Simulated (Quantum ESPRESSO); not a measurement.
Parts of the isotropic shielding in BeS, by PBE GIPAW (a modified build of Quantum ESPRESSO, JTH PAW datasets), 20 Ha, k-mesh 6×6×6 shifted:

```yaml
crystal:
  lattice:
    - [0.00000, 2.43515, 2.43515]
    - [2.43515, 0.00000, 2.43515]
    - [2.43515, 2.43515, 0.00000]
  atoms:
    - { symbol: Be, position: [0.00000, 0.00000, 0.00000] }
    - { symbol: S, position: [0.75000, 0.75000, 0.75000] }
```
Geometry: a computed entry of the Materials Project; it was not checked against measured cells. It is BeS in F-43m; whether this form has been observed was not checked. Stability against distortions was not tested.

The core term is that of the free atom's frozen core; the paramagnetic column sums the reconstruction terms. These are absolute shieldings with no macroscopic susceptibility term; δ = σ_ref − σ needs a reference computed alike. By our sweeps, such settings leave a few ppm in absolute σ. The datasets of S hold no d projectors, which limits absolute σ on these atoms.

| site | core | bare (smooth current) | diamagnetic correction | paramagnetic corrections | σ_iso (ppm) |
|---|---|---|---|---|---|
| Be (atom 1) | 0.0 | -11.0 | 113.4 | (withheld) | (withheld) |
| S (atom 2) | 979.8 | 42.7 | -10.0 | (withheld) | (withheld) |

### Question
Some entries are withheld; supply them.

### Answer

- Be (atom 1), paramagnetic corrections: -15.1
- Be (atom 1), σ_iso (ppm): 87.3
- S (atom 2), paramagnetic corrections: -344.5
- S (atom 2), σ_iso (ppm): 668.0
